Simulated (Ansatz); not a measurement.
LiTlTe2 as one 4-atom ordering (P-4m2) on the zincblende lattice was relaxed with 3 functionals in the plane-wave code Ansatz, cell and atoms free, the symmetry of the start kept (meshes: PBE 6×6×4, r2SCAN 6×6×4, PBEsol 6×6×4). These are computed values for a spin-unpolarised cell that may be hypothetical; none is a measurement.

The PBEsol result:
```cif
data_structure
_symmetry_space_group_name_H-M 'P-4m2'
_symmetry_Int_Tables_number 115
_cell_length_a 4.5724
_cell_length_b 4.5724
_cell_length_c 6.3283
_cell_angle_alpha 90.000
_cell_angle_beta 90.000
_cell_angle_gamma 90.000
_cell_volume 132.30
loop_
_atom_site_label
_atom_site_type_symbol
_atom_site_symmetry_multiplicity
_atom_site_Wyckoff_symbol
_atom_site_fract_x
_atom_site_fract_y
_atom_site_fract_z
_atom_site_occupancy
Li1 Li 1 a 0.00000 0.00000 0.00000 1
Te1 Te 2 g 0.00000 0.50000 0.22621 1
Tl1 Tl 1 c 0.50000 0.50000 0.50000 1
```

Space group P-4m2 (No. 115), tetragonal; a = 4.572 Å, c = 6.328 Å in the conventional setting, 33.08 Å³ an atom. Around Li lie 4 Te at 2.70 Å; around Te lie 2 Li at 2.70 Å and 2 Tl at 2.87 Å; around Tl lie 4 Te at 2.87 Å.

(1) Order the functionals by the relaxed volume, smallest first.
A. r2SCAN
B. PBEsol
C. PBE

(2) How does the cell change with r2SCAN?

(3) How does the cell change with PBE?

(4) Held at the r2SCAN cell, what mean stress does PBE find, and does its sign point to its own minimum?

Answers

(1) B (33.08 Å³/atom), A (34.21 Å³/atom), C (35.06 Å³/atom).

(2) a = 4.598 Å, c = 6.473 Å; the volume differs by +3.4 % from PBEsol's. Around Li lie 4 Te at 2.74 Å; around Te lie 2 Li at 2.74 Å and 2 Tl at 2.88 Å; around Tl lie 4 Te at 2.88 Å.

(3) a = 4.658 Å, c = 6.462 Å; the volume differs by +6.0 % from PBEsol's. Li is surrounded by 4 Te at 2.75 Å; Te is surrounded by 2 Li at 2.75 Å and 2 Tl at 2.92 Å; Tl is surrounded by 4 Te at 2.92 Å.

(4) Yes. PBE +0.85 GPa, and its relaxed volume is +2.5 % from r2SCAN's. Compression counts positive, so a positive stress asks for a larger cell.
